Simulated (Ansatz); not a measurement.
MoPt:
Space group Pmma (No. 51); a = 4.429 Å, b = 2.703 Å, c = 4.887 Å, α = 90.00°, β = 90.00°, γ = 90.00°

| atom | site | symmetry | x | y | z |
|---|---|---|---|---|---|
| Mo | 2e | mm2 | 0.2500 | 0.0000 | 0.1637 |
| Pt | 2f | mm2 | 0.2500 | 0.5000 | 0.6642 |

Relaxed at zero pressure with plane-wave PAW LDA (Ansatz code).

The volume is lowered by 6 % and shape and atoms relax at that volume. What pressure results, and how do the axes share the change?

23.0 GPa; a -1.9 %, b -2.1 %, c -2.2 %; the energy rises by 59 meV/atom.

Give the new structure.


Space group Pmma (No. 51); a = 4.344 Å, b = 2.647 Å, c = 4.782 Å, α = β = γ = 90.00°

```json
[
 {"atom": "Mo", "site": "2e", "symmetry": "mm2", "x": "0.2500", "y": "0.0000", "z": "0.1634"},
 {"atom": "Pt", "site": "2f", "symmetry": "mm2", "x": "0.2500", "y": "0.5000", "z": "0.6638"}
]
```

The phase is kept; no other phase was compared at this pressure.

The workflow started from a Materials Project entry (that database holds measured and hypothetical structures alike); the Crystallography Open Database copy checked does not list it. With Mo and Pt taken as one species the cell has the higher symmetry P6_3/mmc, so it may be an ordered model of a mixed-site phase. Whether it is the stable phase at ambient conditions was not checked. Symmetry was held in the LDA relaxation; of distortions, only those at the zone centre were tested. No spin polarisation was allowed. Axis ratios of metals converge slowly with the k-mesh, so a and c are less sure than the volume. Scalar-relativistic: spin–orbit coupling is off unless named, which matters more the heavier the elements.

Potentials: the later of the program's two PAW sets.
